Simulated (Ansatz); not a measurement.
Ansatz input file:

```yaml
crystal:
  lattice:
    - [3.1330730713, 0.0, 0.0]
    - [-1.5665365356, 2.7133208716, 0.0]
    - [0.0, 0.0, 5.177564269]
  atoms:
    - { symbol: Li, position: [0.6666666667, 0.3333333333, 0.3667157695] }
    - { symbol: Li, position: [0.3333333333, 0.6666666667, 0.6332842305] }
    - { symbol: Mn, position: [0.0, 0.0, 0.0], spin: 4.55 }
    - { symbol: O, position: [0.3333333333, 0.6666666667, 0.2452817598], spin: 0.16 }
    - { symbol: O, position: [0.6666666667, 0.3333333333, 0.7547182402], spin: 0.16 }
basis:
  ecutwfc: 420
kpoints:
  mp_grid: { grid: [12, 12, 6] }
hamiltonian:
  xc: pbesol
scf:
  occupations: { method: gaussian, width: 0.02 }
output:
  forces: true
  stress: true
  eigenvalues: true
  populations: true
magnetization:
  spin_polarized: true
relax:
  adjacent_minimum: "off"
  f_tol: 0.01
  max_steps: 30
  cell: { stress_tol: 0.1, fix: [volume] }
```

Launched with
```bash
ansatz run input.yaml --threads 1 --pin off --max-ram 2560MiB --backend cpu --events-out ev --progress --plain --runs-dir out
```

These are results of Ansatz, DFT PBEsol, scalar-relativistic, plane waves, PAW, not measurements.

Part of what the program printed, abridged (iterations and final results):

```
SCF iter   1: F=—  HF=-5399.445028 eV  |F-HF|=—  |Δ(HF+E_count)|=         —  Δρ=1.15e-1 (↑1.15e-1 ↓9.23e-2) dr2=1.54e1  dr2_m=2.49e-1  M=4.933 μB ∫|m|=4.933 μB  β_m=0.30  ethr=3.10e-3  ⟨swp⟩=5.0  Hψ=18438  notcnv=0
Mixer restart at iter 1: flushing history
spin=Collinear: Kerker preconditioning applied to the charge; magnetization (m = ρ↑ − ρ↓) channel mixes plain (no charge-response kernel on spin).
SCF iter   2: F=—  HF=-5397.199687 eV  |F-HF|=—  |Δ(HF+E_count)|=    2.25e0  Δρ=5.31e-2 (↑5.31e-2 ↓3.84e-2) dr2=3.47e0  dr2_m=8.26e-2  M=5.000 μB ∫|m|=5.000 μB  β_m=0.41  ethr=3.10e-3  ⟨swp⟩=3.0  Hψ=11281  notcnv=0  defer=519
SCF iter   3: F=—  HF=-5397.899748 eV  |F-HF|=—  |Δ(HF+E_count)|=   7.00e-1  Δρ=1.25e-2 (↑1.25e-2 ↓1.11e-2) dr2=1.50e-1  dr2_m=4.14e-3  M=5.000 μB ∫|m|=5.000 μB  β_m=0.56  ethr=3.10e-3  ⟨swp⟩=2.8  Hψ=10466  notcnv=0  defer=514
SCF iter   4: F=—  HF=-5398.949364 eV  |F-HF|=—  |Δ(HF+E_count)|=         —  Δρ=9.89e-3 (↑3.75e-3 ↓9.89e-3) dr2=6.19e-2  dr2_m=8.64e-3  M=5.000 μB ∫|m|=5.000 μB  β_m=0.56  ethr=4.55e-4  ⟨swp⟩=2.5  Hψ=9514  notcnv=0  defer=483
Mixer restart at iter 4: flushing history
SCF iter   5: F=—  HF=-5399.161460 eV  |F-HF|=—  |Δ(HF+E_count)|=   2.12e-1  Δρ=6.90e-3 (↑6.90e-3 ↓3.64e-3) dr2=1.06e-2  dr2_m=8.10e-3  M=5.000 μB ∫|m|=5.000 μB  β_m=0.61  ethr=1.88e-4  ⟨swp⟩=2.9  Hψ=9492  notcnv=0  defer=462
SCF iter   6: F=—  HF=-5399.191878 eV  |F-HF|=—  |Δ(HF+E_count)|=   3.04e-2  Δρ=4.11e-3 (↑1.25e-3 ↓4.11e-3) dr2=1.33e-2  dr2_m=1.10e-3  M=5.000 μB ∫|m|=5.000 μB  β_m=0.65  ethr=3.22e-5  ⟨swp⟩=2.5  Hψ=10441  notcnv=0  defer=451
SCF iter   7: F=—  HF=-5399.209178 eV  |F-HF|=—  |Δ(HF+E_count)|=   1.73e-2  Δρ=9.97e-4 (↑9.97e-4 ↓4.05e-4) dr2=1.74e-3  dr2_m=6.11e-5  M=5.000 μB ∫|m|=5.000 μB  β_m=0.56  ethr=3.22e-5  ⟨swp⟩=2.9  Hψ=9345  notcnv=0  defer=451
SCF iter   8: F=—  HF=-5399.208498 eV  |F-HF|=—  |Δ(HF+E_count)|=   6.80e-4  Δρ=4.33e-4 (↑4.33e-4 ↓1.48e-4) dr2=1.19e-4  dr2_m=1.18e-5  M=5.000 μB ∫|m|=5.000 μB  β_m=0.66  ethr=5.28e-6  ⟨swp⟩=2.2  Hψ=7756  notcnv=0  defer=447
SCF iter   9: F=—  HF=-5399.208852 eV  |F-HF|=—  |Δ(HF+E_count)|=   3.54e-4  Δρ=1.14e-4 (↑1.14e-4 ↓8.80e-5) dr2=5.25e-6  dr2_m=2.24e-6  M=5.000 μB ∫|m|=5.000 μB  β_m=0.66  ethr=3.62e-7  ⟨swp⟩=2.0  Hψ=7438  notcnv=0  defer=443
SCF iter  10: F=—  HF=-5399.208829 eV  |F-HF|=—  |Δ(HF+E_count)|=   2.27e-5  Δρ=5.20e-5 (↑5.20e-5 ↓1.57e-5) dr2=1.38e-6  dr2_m=3.00e-7  M=5.000 μB ∫|m|=5.000 μB  β_m=0.69  ethr=1.59e-8  ⟨swp⟩=2.0  Hψ=7937  notcnv=0  defer=443
SCF iter  11: F=—  HF=-5399.208831 eV  |F-HF|=—  |Δ(HF+E_count)|=   1.83e-6  Δρ=1.08e-5 (↑5.62e-6 ↓1.08e-5) dr2=5.61e-8  dr2_m=1.63e-8  M=5.000 μB ∫|m|=5.000 μB  β_m=0.82  ethr=4.18e-9  ⟨swp⟩=2.0  Hψ=6891  notcnv=0  defer=443
SCF iter  12: F=-5399.208831 eV  HF=-5399.208831 eV  |F-HF|=2.95e-8  |Δ(HF+E_count)|=   8.25e-8  Δρ=5.46e-6 (↑3.39e-6 ↓5.46e-6) dr2=3.34e-8  dr2_m=1.13e-9  M=5.000 μB ∫|m|=5.000 μB  ethr=1.70e-10  ⟨swp⟩=7.0  Hψ=20378  notcnv=0
SCF 1 converged in 12 iterations: F = -5399.208831 eV  dr2 = 3.34e-8
relax step   1: F+E_penalty+E_count = -5399.20883076 eV  Δ(F+E_penalty+E_count) = +0.000e0 eV  max|allowed force component| = 8.867e-2 eV/Å  Δτ_max = 0.0000 Å  P = +3.921 GPa  Ω = 44.015 Å³  fix = [volume]  reactions: volume +3.921 GPa (12 SCF iters, dr2 threshold 1.00e-7 eV, accepted)
Initial density: handed on by an earlier stage of this run
Starting moments: Σ|m| = 4.87 μB on 3 of 5 sites; this step starts from the density that it was given
Initial wavefunctions: those handed on with the density
SCF iter   1: F=—  HF=-5399.209375 eV  |F-HF|=—  |Δ(HF+E_count)|=         —  Δρ=1.81e-4 (↑1.27e-4 ↓1.81e-4) dr2=2.33e-5  dr2_m=1.40e-6  M=5.000 μB ∫|m|=5.000 μB  β_m=0.65  ethr=7.11e-8  ⟨swp⟩=2.1  Hψ=20469  notcnv=0
SCF iter   2: F=—  HF=-5399.209386 eV  |F-HF|=—  |Δ(HF+E_count)|=   1.16e-5  Δρ=7.03e-5 (↑7.03e-5 ↓6.73e-5) dr2=4.14e-6  dr2_m=2.76e-7  M=5.000 μB ∫|m|=5.000 μB  β_m=0.45  ethr=7.05e-8  ⟨swp⟩=2.0  Hψ=6770  notcnv=0
SCF iter   3: F=—  HF=-5399.209388 eV  |F-HF|=—  |Δ(HF+E_count)|=   1.71e-6  Δρ=4.18e-5 (↑3.31e-5 ↓4.18e-5) dr2=4.80e-7  dr2_m=1.70e-7  M=5.000 μB ∫|m|=5.000 μB  β_m=0.55  ethr=1.25e-8  ⟨swp⟩=2.0  Hψ=6607  notcnv=0
SCF iter   4: F=—  HF=-5399.209391 eV  |F-HF|=—  |Δ(HF+E_count)|=   3.16e-6  Δρ=1.89e-5 (↑1.39e-5 ↓1.89e-5) dr2=8.12e-8  dr2_m=7.23e-8  M=5.000 μB ∫|m|=5.000 μB  β_m=0.77  ethr=1.45e-9  ⟨swp⟩=2.4  Hψ=7613  notcnv=0
SCF iter   5: F=-5399.209392 eV  HF=-5399.209392 eV  |F-HF|=4.05e-8  |Δ(HF+E_count)|=   1.06e-6  Δρ=9.22e-6 (↑9.22e-6 ↓6.71e-6) dr2=5.45e-8  dr2_m=9.19e-9  M=5.000 μB ∫|m|=5.000 μB  ethr=2.46e-10  ⟨swp⟩=2.0  Hψ=14960  notcnv=0
SCF 2 converged in 5 iterations: F = -5399.209392 eV  dr2 = 5.45e-8
relax step   2: F+E_penalty+E_count = -5399.20939224 eV  Δ(F+E_penalty+E_count) = -5.615e-4 eV  max|allowed force component| = 4.529e-2 eV/Å  Δτ_max = 0.0035 Å  P = +3.833 GPa  Ω = 44.015 Å³  energy of the carried Pulay correction = +1.142e-16 eV  fix = [volume]  reactions: volume +3.833 GPa (5 SCF iters, dr2 threshold 4.91e-7 eV, accepted)
SCF iter   1: F=—  HF=-5399.209777 eV  |F-HF|=—  |Δ(HF+E_count)|=         —  Δρ=2.77e-4 (↑2.21e-4 ↓2.77e-4) dr2=1.30e-4  dr2_m=1.54e-6  M=5.000 μB ∫|m|=5.000 μB  β_m=0.65  ethr=3.58e-7  ⟨swp⟩=2.1  Hψ=22255  notcnv=0
SCF iter   2: F=—  HF=-5399.209788 eV  |F-HF|=—  |Δ(HF+E_count)|=   1.06e-5  Δρ=1.07e-4 (↑1.07e-4 ↓1.03e-4) dr2=2.21e-5  dr2_m=3.83e-7  M=5.000 μB ∫|m|=5.000 μB  β_m=0.42  ethr=3.58e-7  ⟨swp⟩=2.0  Hψ=6617  notcnv=0
SCF iter   3: F=—  HF=-5399.209782 eV  |F-HF|=—  |Δ(HF+E_count)|=   6.09e-6  Δρ=6.78e-5 (↑5.14e-5 ↓6.78e-5) dr2=2.38e-6  dr2_m=2.72e-7  M=5.000 μB ∫|m|=5.000 μB  β_m=0.54  ethr=6.68e-8  ⟨swp⟩=2.0  Hψ=6492  notcnv=0
SCF iter   4: F=—  HF=-5399.209789 eV  |F-HF|=—  |Δ(HF+E_count)|=   7.43e-6  Δρ=3.29e-5 (↑3.29e-5 ↓2.32e-5) dr2=1.13e-7  dr2_m=2.35e-7  M=5.000 μB ∫|m|=5.000 μB  β_m=0.57  ethr=7.21e-9  ⟨swp⟩=2.4  Hψ=8070  notcnv=0
SCF iter   5: F=—  HF=-5399.209790 eV  |F-HF|=—  |Δ(HF+E_count)|=   1.12e-6  Δρ=1.90e-5 (↑9.63e-6 ↓1.90e-5) dr2=1.04e-7  dr2_m=7.06e-8  M=5.000 μB ∫|m|=5.000 μB  β_m=0.78  ethr=3.44e-10  ⟨swp⟩=2.4  Hψ=7858  notcnv=0
SCF iter   6: F=-5399.209791 eV  HF=-5399.209791 eV  |F-HF|=8.87e-8  |Δ(HF+E_count)|=   6.75e-7  Δρ=1.25e-5 (↑1.25e-5 ↓7.29e-6) dr2=1.06e-7  dr2_m=7.27e-9  M=5.000 μB ∫|m|=5.000 μB  ethr=3.16e-10  ⟨swp⟩=2.0  Hψ=15610  notcnv=0
SCF 3 converged in 6 iterations: F = -5399.209791 eV  dr2 = 1.06e-7
relax step   3: F+E_penalty+E_count = -5399.20979067 eV  Δ(F+E_penalty+E_count) = -3.984e-4 eV  max|allowed force component| = 9.534e-3 eV/Å  Δτ_max = 0.0042 Å  P = +3.699 GPa  Ω = 44.015 Å³  energy of the carried Pulay correction = +1.085e-14 eV  fix = [volume]  reactions: volume +3.699 GPa (6 SCF iters, dr2 threshold 1.28e-7 eV, accepted)
Initial wavefunctions: pseudopotential atomic-orbital guess (no wavefunctions were taken with the density)
SCF iter   1: F=—  HF=-5399.209787 eV  |F-HF|=—  |Δ(HF+E_count)|=         —  Δρ=1.23e-5 (↑1.23e-5 ↓7.13e-6) dr2=9.00e-8  dr2_m=7.34e-9  M=5.000 μB ∫|m|=5.000 μB  β_m=0.65  ethr=5.23e-9  ⟨swp⟩=3.0  Hψ=32796  notcnv=0
SCF iter   2: F=—  HF=-5399.209787 eV  |F-HF|=—  |Δ(HF+E_count)|=   1.06e-8  Δρ=7.66e-6 (↑4.70e-6 ↓7.66e-6) dr2=5.40e-8  dr2_m=1.26e-9  M=5.000 μB ∫|m|=5.000 μB  β_m=0.35  ethr=2.73e-10  ⟨swp⟩=2.0  Hψ=6900  notcnv=0
SCF iter   3: F=—  HF=-5399.209787 eV  |F-HF|=—  |Δ(HF+E_count)|=   1.47e-9  Δρ=2.88e-6 (↑2.57e-6 ↓2.88e-6) dr2=1.08e-9  dr2_m=2.19e-9  M=5.000 μB ∫|m|=5.000 μB  β_m=0.68  ethr=1.64e-10  ⟨swp⟩=2.0  Hψ=6676  notcnv=0
SCF iter   4: F=—  HF=-5399.209787 eV  |F-HF|=—  |Δ(HF+E_count)|=   1.04e-8  Δρ=1.19e-6 (↑1.19e-6 ↓8.51e-7) dr2=9.98e-10  dr2_m=1.03e-10  M=5.000 μB ∫|m|=5.000 μB  β_m=0.60  ethr=3.28e-12  ⟨swp⟩=2.0  Hψ=6945  notcnv=0
SCF iter   5: F=—  HF=-5399.209787 eV  |F-HF|=—  |Δ(HF+E_count)|=  2.36e-11  Δρ=3.67e-7 (↑3.67e-7 ↓2.81e-7) dr2=7.80e-11  dr2_m=5.62e-12  M=5.000 μB ∫|m|=5.000 μB  β_m=0.60  ethr=3.03e-12  ⟨swp⟩=2.0  Hψ=8052  notcnv=0
SCF iter   6: F=-5399.209787 eV  HF=-5399.209787 eV  |F-HF|=9.09e-13  |Δ(HF+E_count)|=  4.64e-11  Δρ=1.33e-7 (↑1.33e-7 ↓9.59e-8) dr2=8.16e-12  dr2_m=1.12e-12  M=5.000 μB ∫|m|=5.000 μB  ethr=1.00e-12  ⟨swp⟩=2.0  Hψ=13716  notcnv=0
SCF 4 converged in 6 iterations: F = -5399.209787 eV  dr2 = 8.16e-12
SCF converged after 6 iterations
Magnetization: 5.0000 μB (19.0000 up, 14.0000 down)
Absolute magnetization: 5.0002 μB (∫|ρ↑−ρ↓|, with the PAW one-centre terms)
Spin contamination: 0.0040 ħ² per cell (⟨S²⟩ above its minimum at these occupations)
Per-site moments (μB) at R_I (Å): [(0.00718131, 0.78990161), (0.00718131, 0.78990161), (4.11506207, 0.91354729), (0.14951129, 0.78990161), (0.14951129, 0.78990161)]
Free energy (F): -5399.209787 eV
Harris-Foulkes:  -5399.209787 eV  (|F-HF|=9.09e-13)
Internal energy: -5399.209787 eV  (E = F + TS)
E sigma→0 (E₀):  -5399.209787 eV
Fermi energy:    9.910504 eV
--- Per-component energies (eV) ---
  E_band       = -439.631424
  E_kinetic    = 698.466678
  E_local      = -3235.709773  (includes V_loc(G=0)·N_el)
  E_nonlocal   = 287.421763
  E_hartree    = 1287.079134
  E_xc         = -279.603376
  E_vxc        = -359.411687  (∫ρ·V_xc dr)
  E_paw        = -1622.506792  (= ΣΔE_a)
  E_vpaw       = -404.561552  (= ΣTr[D̂ρ^β])
  E_aug_tail   = 0.004872  (compensation charges beyond the density's cutoff)
  E_ewald      = -2534.602521
  E_core_change = 0.240226  (= ΣΔE_core)
  E_smearing   =  0.000000  (= −TS)
--- Forces (eV/Å), atoms counted from 1 ---
  atom   1  Li     0.00000000     0.00000000     0.00959444
  atom   2  Li     0.00000000     0.00000000    -0.00959444
  atom   3  Mn     0.00000000     0.00000000     0.00000000
  atom   4  O      0.00000000     0.00000000    -0.00465873
  atom   5  O      0.00000000     0.00000000     0.00465873
--- Stress (GPa, compression-positive) ---
        3.726244       0.000000       0.000000
        0.000000       3.726244       0.000000
        0.000000       0.000000       3.645382
  P = ⅓ Tr σ = 3.6993 GPa (36.993 kbar)
--- Band table (eV; the first three rows and the last of 200) ---
  k-point 0 ↑: bands = ["-71.1743", "-40.0862", "-40.0496", "-40.0496", "-35.0985", "-34.8874", "-9.5175", "-8.8433", "2.4679", "4.6686", "4.6686", "6.5125", "6.5125", "6.5322", "7.2982", "7.2982", "7.5191", "9.2184", "9.2184", "11.0805", "14.9963", "16.8936", "20.6251", "20.6251"]
  k-point 1 ↑: bands = ["-71.1743", "-40.0862", "-40.0496", "-40.0496", "-35.0980", "-34.8878", "-9.5008", "-8.8688", "2.6405", "4.6922", "4.6922", "6.1438", "6.4558", "6.4558", "7.2952", "7.2952", "7.5955", "9.2657", "9.2657", "11.3890", "14.7246", "16.8147", "20.5831", "20.5831"]
  k-point 2 ↑: bands = ["-71.1743", "-40.0863", "-40.0496", "-40.0496", "-35.0971", "-34.8886", "-9.4628", "-8.9240", "3.0913", "4.7428", "4.7428", "5.3743", "6.3426", "6.3426", "7.2890", "7.2890", "7.6803", "9.3569", "9.3569", "12.0820", "14.1126", "16.6072", "20.5040", "20.5040"]
  k-point 99 ↓: bands = ["-66.3701", "-35.3855", "-35.3855", "-35.3605", "-34.9592", "-34.9592", "-8.5262", "-8.5262", "4.2282", "4.3075", "4.4710", "4.4710", "5.6522", "5.6522", "11.6538", "11.6538", "11.8787", "13.1157", "13.1157", "15.3425", "17.1783", "17.1783", "18.8953", "21.2789"]
--- Relaxed structure (3 steps of the walk, 3 accepted, 1 SCFs on fresh bases) ---
  F+E_penalty+E_count = -5399.20978734 eV   max|allowed force component| = 9.594e-3 eV/Å   (the final SCF, on the basis selected at the relaxed cell)
  cell:  # Å, volume = 44.0146 Å³
    - [3.13449427, 0.0, 0.0]
    - [-1.56724713, 2.71455167, 0.0]
    - [0.0, 0.0, 5.17287022]
  atoms:
    - { symbol: Li, position: [0.66666666, 0.33333333, 0.36780271] }
    - { symbol: Li, position: [0.33333333, 0.66666666, 0.63219728] }
    - { symbol: Mn, position: [0.0, 0.0, 0.0] }
    - { symbol: O, position: [0.33333333, 0.66666666, 0.24678708] }
    - { symbol: O, position: [0.66666666, 0.33333333, 0.75321291] }
--- Löwdin populations: 5 sites ---
  site symbol q [e]    m [muB]
     0     Li      2.2874     0.0098
     1     Li      2.2874     0.0098
     2     Mn     13.8596     4.5647
     3      O      7.1402     0.1954
     4      O      7.1402     0.1954
  spilling = 0.008640 (of n_electrons = 33.000000)
```

The relaxation met its thresholds.

Time: 93 s on 1 thread of AMD EPYC 7571, with other jobs on the host, peak memory 0.54 GiB.

The cell holds one magnetic atom, so it can only be ferromagnetic; an antiferromagnetic order may lie lower.